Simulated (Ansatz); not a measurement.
Polymorphs of InSb, each relaxed with PBEsol in the plane-wave PAW code Ansatz:

A: P6_3mc, a = b = 4.602 Å, c = 15.092 Å, α = β = 90.00°, γ = 120.00°

B: P3_221, a = 4.588 Å, b = 4.588 Å, c = 10.032 Å, α = 90.00°, β = 90.00°, γ = 120.00°

C: rock salt (Fm-3m), a = b = c = 6.037 Å, α = β = γ = 90.00°

D: wurtzite (P6_3mc), a = b = 4.5969 Å, c = 7.5651 Å, α = β = 90.00°, γ = 120.00°

E: NiAs type (P6_3/mmc), a = b = 4.1733 Å, c = 7.3484 Å, α = β = 90.00°, γ = 120.00°

**Question.** Order them by energy per atom at 0 K (lowest first) at the level PBEsol.

**Answer.** A (+0 meV/atom), D (+5 meV/atom), C (+79 meV/atom), B (+83 meV/atom), E (+104 meV/atom)

Typed or built starts, not in the databases checked: A; B; D; E. Not the usual ambient phase: A; B; C; D; E. All cells were relaxed under the symmetry of their starts (and spin orders); stability against distortions was not tested throughout. Scalar-relativistic: spin–orbit coupling is off unless named, which matters more the heavier the elements.

Energies hold the estimated change up to a 700 eV cutoff; steps of a few meV lie near the error of the meshes.

Potentials: the later of the program's two PAW sets.
